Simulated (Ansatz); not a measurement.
The relaxed structure here is a generated cell of SnSe: the first start was made by placing the elements on the sites of a structure type, and the end was not matched to a known phase here, so it may be hypothetical. Known forms of SnSe include space group No. 62.

One stationary structure of SnSe. Space group P2₁ (No. 4). Calculation: PBEsol (plane waves to 420 eV, PAW, scalar-relativistic; Ansatz, a quantum-chemistry and plane-wave program).

Space group P2₁ (No. 4); a = 7.614 Å, b = 7.705 Å, c = 7.837 Å, α = 90.00°, β = 99.48°, γ = 90.00°

```json
[
 {"atom": "Se", "site": "2a", "symmetry": "1", "x": "0.2311", "y": "0.4508", "z": "0.3201"},
 {"atom": "Se", "site": "2a", "symmetry": "1", "x": "0.0753", "y": "0.9227", "z": "0.1912"},
 {"atom": "Se", "site": "2a", "symmetry": "1", "x": "0.5663", "y": "0.0328", "z": "0.1552"},
 {"atom": "Se", "site": "2a", "symmetry": "1", "x": "0.2813", "y": "0.0688", "z": "0.6785"},
 {"atom": "Sn", "site": "2a", "symmetry": "1", "x": "0.2580", "y": "0.2624", "z": "0.9853"},
 {"atom": "Sn", "site": "2a", "symmetry": "1", "x": "0.0416", "y": "0.6976", "z": "0.4431"},
 {"atom": "Sn", "site": "2a", "symmetry": "1", "x": "0.8771", "y": "0.2345", "z": "0.1787"},
 {"atom": "Sn", "site": "2a", "symmetry": "1", "x": "0.4993", "y": "0.3304", "z": "0.5715"}
]
```

For SnSe, the volume per atom is 28.35 Å³, the band gap is 0.03 eV, indirect (valence top at Γ, conduction bottom at B) (no spin-orbit coupling) and the smallest direct gap comes out as 0.37 eV at Γ. The shortest distances is Se–Sn 2.66 Å; Sn–Sn 2.94 Å. The k-mesh is 5×5×5.

Band energies at high-symmetry points (eV from the VBM; labels of this space group; no spin-orbit coupling), from −5 eV up to 4.3 eV:

| point | energies |
|---|---|
| Γ | -4.80 -4.75 -4.60 -4.47 -4.15 -4.13 -3.92 -3.27 -3.22 -2.99 -2.81 -2.73 -2.55 -2.33 -2.30 -1.98 -1.82 -1.73 -1.42 -1.39 -1.21 -0.99 -0.65 0.00 0.37 0.70 0.99 1.32 1.39 1.72 1.82 2.24 2.29 2.42 2.61 2.79 2.93 3.16 3.34 3.36 3.65 3.68 4.14 4.17 |
| Z | -4.44 -4.44 -4.33 -4.33 -3.85 -3.85 -3.39 -3.39 -3.16 -3.16 -2.83 -2.83 -2.53 -2.53 -2.34 -2.34 -1.91 -1.91 -1.55 -1.55 -1.23 -1.23 -0.88 -0.88 0.56 0.56 1.22 1.22 1.52 1.52 2.08 2.08 2.62 2.62 2.78 2.78 2.95 2.95 3.44 3.44 3.75 3.75 4.03 4.03 |
| D | -4.42 -4.42 -4.28 -4.28 -3.85 -3.85 -3.62 -3.62 -3.43 -3.43 -2.86 -2.86 -2.51 -2.51 -2.26 -2.26 -1.92 -1.92 -1.49 -1.49 -1.26 -1.26 -0.94 -0.94 0.99 0.99 1.46 1.46 1.59 1.59 1.89 1.89 2.23 2.23 2.47 2.47 3.10 3.10 3.30 3.30 3.57 3.57 3.89 3.89 |
| B | -4.99 -4.85 -4.42 -4.35 -4.24 -3.85 -3.67 -3.20 -3.20 -3.05 -2.89 -2.37 -2.28 -2.14 -2.12 -1.97 -1.96 -1.83 -1.77 -1.67 -1.46 -1.25 -1.12 -0.49 0.03 0.72 0.74 1.35 1.49 1.61 2.10 2.15 2.37 2.66 2.73 2.97 3.03 3.14 3.17 3.54 3.60 4.01 4.22 4.25 |
| A | -4.45 -4.43 -4.27 -4.13 -3.96 -3.80 -3.48 -3.42 -3.40 -3.23 -3.16 -2.98 -2.76 -2.66 -2.56 -2.48 -2.18 -2.17 -2.03 -1.53 -1.39 -1.25 -0.78 -0.66 0.74 1.18 1.29 1.31 1.60 1.69 1.84 2.13 2.58 2.68 2.80 2.85 3.05 3.14 3.38 3.45 3.77 3.81 4.04 4.24 |
| E | -4.57 -4.57 -4.23 -4.23 -4.00 -4.00 -3.66 -3.66 -3.32 -3.32 -3.17 -3.17 -2.66 -2.66 -2.49 -2.49 -1.84 -1.84 -1.54 -1.54 -1.15 -1.15 -0.76 -0.76 0.58 0.58 1.01 1.01 1.80 1.80 2.20 2.20 2.50 2.50 2.66 2.66 3.04 3.04 3.55 3.55 3.65 3.65 4.12 4.12 |
| C2 | -4.78 -4.78 -4.22 -4.22 -3.91 -3.91 -3.48 -3.48 -3.28 -3.28 -2.92 -2.92 -2.64 -2.64 -2.25 -2.25 -1.85 -1.85 -1.44 -1.44 -1.16 -1.16 -0.83 -0.83 0.39 0.39 1.16 1.16 1.67 1.67 1.88 1.88 2.22 2.22 2.71 2.71 3.28 3.28 3.52 3.52 3.80 3.80 4.12 4.12 |
| Y2 | -4.94 -4.74 -4.48 -4.26 -4.24 -3.95 -3.58 -3.56 -3.25 -3.16 -2.88 -2.78 -2.53 -2.52 -2.34 -2.07 -2.02 -2.02 -1.60 -1.44 -1.34 -1.18 -0.57 -0.20 0.73 1.00 1.13 1.39 1.59 1.63 1.76 1.80 2.34 2.37 2.65 2.78 2.97 3.14 3.30 3.56 3.56 3.97 4.10 4.18 |

No spin polarisation in the result.

The run could not lose the symmetry of its start: the end is stationary, and may be a saddle point rather than a minimum.

It was reached from a disturbed copy of a P2₁3 (No. 198) cell (AFLOW prototype AB_cP8_198_a_a (B20, as in FeSi)), against which it lies -0.14 eV/atom.
